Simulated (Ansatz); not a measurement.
# Perturbing BeH₂O₂

Base: a structure deposited in the COD, its atoms then relaxed with r2SCAN in this cell.

```
Be H O
1.0
     4.53360    0.00000    0.00000
     0.00000    4.62550    0.00000
     0.00000    0.00000    7.03840
Be H O
4 8 8
Direct
  0.03648 0.70020 0.62606
  0.46352 0.29980 0.12606
  0.53648 0.79980 0.37394
  0.96352 0.20020 0.87394
  0.27269 0.09318 0.56869
  0.22731 0.90682 0.06869
  0.77269 0.40682 0.43131
  0.72731 0.59318 0.93131
  0.35315 0.42454 0.78195
  0.14685 0.57546 0.28195
  0.85315 0.07546 0.21805
  0.64685 0.92454 0.71805
  0.18244 0.11029 0.04950
  0.31756 0.88971 0.54950
  0.68244 0.38971 0.95050
  0.81756 0.61029 0.45050
  0.15570 0.40804 0.72869
  0.34430 0.59196 0.22869
  0.65570 0.09196 0.27131
  0.84430 0.90804 0.77131
```

Atoms are numbered from 1 in the order listed; like atoms form one site, named after its first atom.

Computed with Ansatz: DFT, r2SCAN, plane waves and PAW, scalar-relativistic, 500 eV cutoff, Γ-centred 5×5×3 k-points, Fermi–Dirac smearing 0.02 eV.

Question: Variant: x and y stretched by 1 %, ions at fixed fractional positions. What happens to the gradients (10²¹ V/m²)?

Answer: 

```json
{"site": "Be", "atoms": "1, 2, 3, 4", "V_zz base": "0.060", "η base": "0.55", "V_zz variant": "0.067", "η variant": "0.42"}
{"site": "H5", "atoms": "5, 6, 7, 8", "V_zz base": "3.80", "η base": "0.05", "V_zz variant": "3.54", "η variant": "0.06"}
{"site": "H9", "atoms": "9, 10, 11, 12", "V_zz base": "3.75", "η base": "0.05", "V_zz variant": "3.52", "η variant": "0.05"}
{"site": "O13", "atoms": "13, 14, 15, 16", "V_zz base": "10.96", "η base": "0.48", "V_zz variant": "11.09", "η variant": "0.49"}
{"site": "O17", "atoms": "17, 18, 19, 20", "V_zz base": "10.85", "η base": "0.46", "V_zz variant": "10.95", "η variant": "0.47"}
```

The largest change of V_zz is on H5, from 3.80 to 3.54. In per cent, |V_zz| changes by -7 to -6 on H, +1 on O (all sites that start above 0.5).

For the variant: The atoms aren't relaxed in the changed cell (largest force 0.4 eV/Å).
